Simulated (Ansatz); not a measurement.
The elements of this relaxed trial crystal are hidden behind letters.

```
lattice vectors (Å)
   4.3979    0.0000    0.0000
   0.0000    4.3979    0.0000
   0.0000    0.0000    4.3979
fractional positions
X 0.0000 0.5000 0.5000
X 0.5000 0.0000 0.5000
X 0.5000 0.5000 0.0000
Z 0.0000 0.0000 0.0000
Z 0.5000 0.5000 0.5000
```

All numbers below come from Ansatz, DFT PBE, scalar-relativistic, plane waves, PAW. Plane waves to 420 eV, an 8×8×8 mesh through Γ for the 5-atom cell and 0.10 eV Gaussian smearing; no spin polarisation.

| Quantity | Value |
| --- | --- |
| Space group | Pm-3m (No. 221) |
| Conventional cell | a = 4.398 Å |
| Volume per atom | 17.01 Å³ |
| Density | 4.71 g/cm³ |
| Formation energy | +0.06 eV/atom |
| Gap on the 8×8×8 mesh of the 5-atom cell | 0 eV (a metal) |

Energies are uncorrected and count from the elements' standard states at the same level.

Question: X is a p-block element of period 4 and Z is a p-block element of period 2. Which elements are they?

Answer: X = Ga, Z = O, so the formula is Ga3O2. Density times volume gives a mean mass of 4.71 × 17.01/1.6605 = 48.2 u per atom, and this set has 48.2 u. Ga has 2 O at 2.20 Å, 4 O at 3.11 Å and 8 Ga at 3.11 Å; O on its first site has 12 Ga at 3.11 Å (long contacts); around O on its second site lie 6 Ga at 2.20 Å. Other sets within the hints have nearly the same mass, so mass alone doesn't settle it; this one was computed.

An odd number of electrons in the primitive cell allows no gap without spin; a larger cell or a magnetic state could open one. A structure relaxed within its symmetry needn't be a true minimum. Another cell of Ga3O2 relaxed alike, in Fmm2, lies 1.00 eV/atom lower, so this cell isn't the stable form at this level.
